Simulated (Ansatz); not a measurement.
**Relaxing an invented BeS4 structure**

These are results of DFT PBE, scalar-relativistic, plane waves, PAW in Ansatz 0.2.0, not measurements. Cutoff 420 eV, Gaussian smearing, Γ-centred meshes. Cell and atoms relax first on a coarse mesh and then on a finer one. In between, the cell is made exact in the group found at 0.06 Å. In metals the finer mesh still leaves noise of several meV/atom or more. The steps can't lower the symmetry of their start. No spin polarisation.

Recipe of this trial structure of BeS4: random cell by space group and Wyckoff sites (P4mm, No. 99). Its size is a rough estimate.

```
Be S
1.0
     4.83047    0.00000    0.00000
     0.00000    4.83047    0.00000
     0.00000    0.00000    6.73673
Be S
1 4
Direct
  0.50000 0.50000 0.21193
  0.19606 0.19606 0.82780
  0.80394 0.80394 0.82780
  0.80394 0.19606 0.82780
  0.19606 0.80394 0.82780
```

Formation energies are uncorrected and refer to the elements' standard structures at the same level.

Problem. What does it relax into?

Solution. The symmetry goes from P4mm (No. 99) to P4/mmm (No. 123). The volume per atom shrinks by 45.6 %, from 31.4 to 17.1 Å³. The shortest distance goes from 1.89 Å (S–S) to 2.43 Å (Be–S). The energy falls by about 1.2 eV/atom (the start's value is from the coarse mesh). The end is written in a standard setting, so origin, axes and order of atoms can differ from the start's. Conventional cell: a = 5.040 Å, c = 3.368 Å. Around Be lie 8 S at 2.43 Å; S is surrounded by 2 Be at 2.43 Å and 4 S at 2.48–2.56 Å.

```yaml
crystal:
  lattice:
    - [5.03975, 0.00000, 0.00000]
    - [0.00000, 5.03975, 0.00000]
    - [0.00000, 0.00000, 3.36784]
  atoms:
    - { symbol: Be, position: [0.50000, 0.50000, 0.00000] }
    - { symbol: S, position: [0.25352, 0.25352, 0.50000] }
    - { symbol: S, position: [0.74648, 0.74648, 0.50000] }
    - { symbol: S, position: [0.74648, 0.25352, 0.50000] }
    - { symbol: S, position: [0.25352, 0.74648, 0.50000] }
```

Problem. Give its energy and gap.

Solution.

| Property | Result |
| --- | --- |
| Energy over the elements | +0.28 eV/atom |
| Gap on the 8×8×12 mesh of the 5-atom cell | 0 eV (a metal) |

A positive value: parting into the elements would lower its energy.

The last run used Gaussian smearing of 0.10 eV. The reference form of S is held partly by dispersion forces, which this level lacks. Symmetry constrained the relaxation, so the result can be a saddle point. In all, the 4 runs took 3 min on 1 thread of Intel(R) Xeon(R) Platinum 8488C (Sapphire Rapids), on a shared host. Another cell of BeS4 relaxed alike, in Cmmm, lies 92 meV/atom lower, so this cell isn't the stable form at this level.
